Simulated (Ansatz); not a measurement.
**Data sheet: MgAu (DFT)**

MgAu (CsCl type, Pm-3m), a = b = c = 3.2702 Å, α = β = γ = 90.00°.

Space group Pm-3m (No. 221), CsCl type; conventional cell a = b = c = 3.270 Å, α = β = γ = 90.00°.

Method: DFT-r²SCAN in the program Ansatz with PAW potentials. Structure relaxed to zero pressure with the same functional. Other levels are named where they apply.

**Cell and energy**

```json
{
  "volume_per_atom": "17.49 Å³",
  "density": "10.51 g/cm³",
  "Formation energy from the elements (no fitted shifts)": "-0.61 eV/atom"
}
```

**Electronic structure**

```json
{
 "electronic_character": "metallic (no gap)",
 "Density of states at the Fermi level": "0.27 states/eV per atom (mean over ±0.08 eV)",
 "Gap with spin–orbit coupling": "none (metallic)"
}
```

**Mechanics**

```json
{
  "Bulk modulus (Birch–Murnaghan fit)": "91.6 GPa",
  "Pressure derivative B′": "4.7"
}
```

**Charges**

```json
{
  "bader_charges": "Au -1.62, Mg +1.62 e"
}
```

The workflow started from an entry of the Crystallography Open Database (COD). Whether it is the stable phase at ambient conditions was not checked. Symmetry was held in the r²SCAN relaxation; its stability against distortions is not shown here. The references are the lowest solids computed at this level, not always the standard phases. Spin–orbit coupling is left out wherever it is not named.

Potentials: the later of the program's two PAW sets.
